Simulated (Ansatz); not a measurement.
PtC:
```yaml
crystal:
  lattice:
    - [0.00000, 2.34800, 2.34800]
    - [2.34800, 0.00000, 2.34800]
    - [2.34800, 2.34800, 0.00000]
  atoms:
    - { symbol: Pt, position: [0.00000, 0.00000, 0.00000] }
    - { symbol: C, position: [0.25000, 0.25000, 0.25000] }
```

Relaxed with r²SCAN.

Problem. Map the electron localisation function on the plane through (0.000, 0.000, 0.000) spanned by u = [1, 0, 0] and v = [-1, 1, 1] in lattice vectors, from the program Ansatz at the r²SCAN level (PAW).

Solution. x is the fraction of u, y of v (the angle between them is 90°; rows are the nearest grid lines); atoms in the plane: Pt at (0.00, 0.00), C at (0.50, 0.25).
```
|%%%#+---==---+#%%%|
|%%%#+-::::::-+#%%%|
|%%#*=:::..:::=*#%%|
|%#*=-::....::-=*#%|
|**=-:::....:::-=**|
|==-:::......:::-==|
|--::..........::--|
|::..............::|
|..    ......    ..|
|      ......      |
|     ........     |
|     .::--::.     |
|    .:-=++=-:.    |
|   .:=*####*=:.   |
|  .:=*#%@@%#*=:.  |
|...-+#%%##%%#+-...|
|:::=*%#+::+#%*=:::|
|---=#@#-  -#@#=---|
|==-=#@@+..+@@#=-==|
|*+==+@@%++%@@+==+*|
|%#*==*@@%%@@*==*#%|
|%%#+==*%%%%*==+#%%|
|%%#*+-=+**+=-+*#%%|
|%%%#+---==---+#%%%|
```
Scale: ten equal steps from 0.013 (start of ' ') to 0.810 (end of '@'), in the order ' .:-=+*#%@'; x runs from 0.000 to 1.00, y from 0.000 (bottom) to 1.00 (top).

The density is the valence pseudo-density with augmentation charge, so density and ELF within about 1 Å of a nucleus are not all-electron values.

Space group F-43m (zinc blende). The start of the workflow was typed in or built on a structure type; neither database checked (COD, Materials Project) lists it. Whether it is the stable phase at ambient conditions was not checked. The r²SCAN relaxation kept the symmetry of its start; whether a distortion lowers the energy is not shown. The run is not spin-polarised. Its formation energy is positive at this level, so the cell may be metastable or incomplete. Spin–orbit coupling is left out wherever it is not named.

Potentials: the later of the program's two PAW sets.
